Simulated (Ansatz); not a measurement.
AgCl (rock salt, Fm-3m) at seven volumes, PBE in the plane-wave PAW code Ansatz, scaled uniformly. One row is withheld.

```
V (Å³/atom)  P (GPa)
-----------  -------
20.100          5.07
20.762          3.05
21.425             ?
22.088          0.00
22.750         -1.14
23.413         -2.09
24.075         -2.88
```

### Question
Fit the shown pressures and predict the withheld one.

### Answer
P = (3/2)B₀(x^(7/2) − x^(5/2))[1 + (3/4)(B′ − 4)(x − 1)] with x = (V₀/V)^(2/3). Least squares on the six rows gives V₀ = 22.089 Å³/atom, B₀ = 41.9 GPa, B′ = 5.26. At V = 21.425, x = 1.0206 and P = 1.39 GPa. The run itself gave 1.38 GPa.

The cell was relaxed with PBE under the symmetry of its start; phonons on a q-mesh show no instability. No spin polarisation was allowed.

Potentials: the later of the program's two PAW sets.
